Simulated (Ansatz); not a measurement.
Space group I4/mmm (No. 139). a = 3.867 Å, b = 3.867 Å, c = 13.496 Å, α = 90.00°, β = 90.00°, γ = 90.00°
```csv
atom,site,symmetry,x,y,z
Y,4e,4mm,0.5000,0.5000,0.1685
Bi,2a,4/mmm,0.0000,0.0000,0.0000
O,4d,-4m2,0.0000,0.5000,0.2500
```

Equation of state of this Y₂BiO₂ structure (not necessarily the ground state), with shape and atoms relaxed at each volume where symmetry leaves them free. It has no gap at any of these volumes. All numbers below come from DFT r2SCAN, scalar-relativistic, plane waves, PAW (Ansatz 0.2.0).

Settings: cutoff 500 eV, Γ-centred mesh 14×14×14 on the computed 5-atom cell, Gaussian smearing of 0.10 eV; no spin polarisation.

```json
{"V (Å³/atom)": "18.975", "E − E(largest V) (meV/atom)": "3.55", "P (GPa)": "5.24"}
{"V (Å³/atom)": "19.581", "E − E(largest V) (meV/atom)": "-10.80", "P (GPa)": "2.40"}
{"V (Å³/atom)": "20.186", "E − E(largest V) (meV/atom)": "-15.24", "P (GPa)": "-0.01"}
{"V (Å³/atom)": "20.792", "E − E(largest V) (meV/atom)": "-11.22", "P (GPa)": "-2.07"}
{"V (Å³/atom)": "21.397", "E − E(largest V) (meV/atom)": "0.00", "P (GPa)": "-3.83"}
```

Question: Fit a third-order Birch–Murnaghan equation to E(V).

Answer: V0 = 20.19 Å³/atom, B0 = 74 GPa, B0' = 4.3.

Spin-orbit coupling is left out, which matters for the bands of heavy elements. Spin polarisation was left out, and a magnetic state may lie lower.